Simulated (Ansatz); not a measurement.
TiSi₂ (C54 type, space group Fddd)

```
TiSi2
1.0
    0.00000     4.11477     4.26030
    2.38957     0.00000     4.26030
    2.38957     4.11477     0.00000
Si Ti
4 2
Cartesian
  2.38957   5.45233   4.26030
  2.38957   2.77722   4.26030
  3.58435   4.83461   6.39045
  3.58435   7.50971   6.39045
  0.00000   0.00000   0.00000
  1.19478   2.05739   2.13015
```

In this cell atom 1 (Si, nearest neighbour Si at 2.519 Å; its periodic images, 4.8 Å or more away, move with it) is moved by s towards the nearest neighbour, unit vector (0.474, -0.245, 0.846); all other atoms and the cell stay fixed.

These are r2SCAN (plane waves to 500 eV, PAW, scalar-relativistic; Ansatz, an electronic-structure program) values and carry that method's errors. k mesh 10×10×10 (Γ-centred), Fermi-Dirac smearing 0.05 eV. E stands for the smeared free energy. With partly filled bands, energies and forces of such displacements shift with the k mesh and the smearing. TiSi2 is run without spin polarisation. TiSi2 was relaxed with its symmetry unable to fall. The zero of ΔE is the undisplaced structure. The last digit holds for this mesh only.

```csv
s (Å),ΔE (meV/cell)
-0.760,3252.3
-0.608,1895.7
-0.456,984.9
-0.304,412.6
-0.152,100.0
0.000,0.0
0.152,105.2
0.304,459.0
0.456,1180.6
0.608,2493.9
0.760,4780.5
```

### Question
What force constant k = d²E/ds² at s = 0 does the table give?

### Answer
8.7 eV/Å². It is the second difference of the nearest points, corrected with the next pair.

### Question
With k = 8.67 eV/Å² from the forces, is the well harmonic out to s = 0.760 Å?

### Answer
½ks² = 2504 meV/cell against the computed 4780 meV/cell, so the well is stiffer than harmonic there.

(A displaced cell: forces are minus the slopes of the energy, force constants its curvatures, and phonons follow from these.)
